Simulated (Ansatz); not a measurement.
TaRh₃:
```
CELL_PARAMETERS angstrom
      3.86385     0.00000     0.00000
      0.00000     3.86385     0.00000
      0.00000     0.00000     3.86385
ATOMIC_POSITIONS crystal
  Rh 0.00000 0.50000 0.50000
  Rh 0.50000 0.00000 0.50000
  Rh 0.50000 0.50000 0.00000
  Ta 0.00000 0.00000 0.00000
```

Relaxed with r²SCAN.

### Question
Map the electron localisation function on the plane through (0.000, 0.500, 0.500) spanned by u = [1, 1, 0] and v = [1, 0, 1] in lattice vectors, from r²SCAN (plane waves, PAW; program Ansatz).

### Answer
x is the fraction of u, y of v (the angle between them is 60°; rows are the nearest grid lines); atoms in the plane: Rh at (0.00, 0.00), Rh at (0.50, 0.00), Rh at (0.00, 0.50), Ta at (0.50, 0.50).
```
|@@@%+::-:-*@@@@@@*-:-::+%@@@|
|@@@%*-:-::=#@@@@@%=::-:-*%@@|
|@@@@#=:--:-+%@@@@%+-:-::=#%@|
|+*##*=--==---+*#*+=:::--::-+|
|:-====---==---===--::----:::|
|::::-----::------:::---:---:|
|--------:...::--------:::::-|
|::--=--:.:--::::-=---:::--::|
|-::-==:.:=*##+-.:-=--:-=++=-|
|@#+----.-#@@%%@@+::---=*%@@@|
|@@%*---::#@%=-*@@=.:--=#@@@@|
|@@@%+--::+@%-  *@%-:--=*@@@@|
|@@@@*=--:-%@*  -%@+::--+%@@@|
|@@@@#=--:.=@@*-=%@#::---*%@@|
|@@@%*=---::+@@%%@@#-.----+#@|
|-=++=-:--=-:.-+##*=:.:==-::-|
|::--:::---=-::::--:.:--=--::|
|-:::::--------::...:--------|
|:---:---:::------::-----::::|
|:::----::--===---==---====-:|
|+-::--:::=+*#*+---==--=*##*+|
|@%#=::-:-+%@@@@%+-:--:=#@@@@|
|@@%*-:-::=%@@@@@#=::-:-*%@@@|
|@@@%+::-:-*@@@@@@*-:-::+%@@@|
```
Scale: ten equal steps from 0.034 (start of ' ') to 0.773 (end of '@'), in the order ' .:-=+*#%@'; x runs from 0.000 to 1.00, y from 0.000 (bottom) to 1.00 (top).

The density is the valence pseudo-density with augmentation charge, so density and ELF within about 1 Å of a nucleus are not all-electron values.

Space group Pm-3m (Cu3Au type). The workflow started from an entry of the Crystallography Open Database (COD). Whether it is the stable phase at ambient conditions was not checked. Symmetry was held in the r²SCAN relaxation; its stability against distortions is not shown here. The run is not spin-polarised. Scalar-relativistic: spin–orbit coupling is off unless named, which matters more the heavier the elements.

Potentials: the later of the program's two PAW sets.
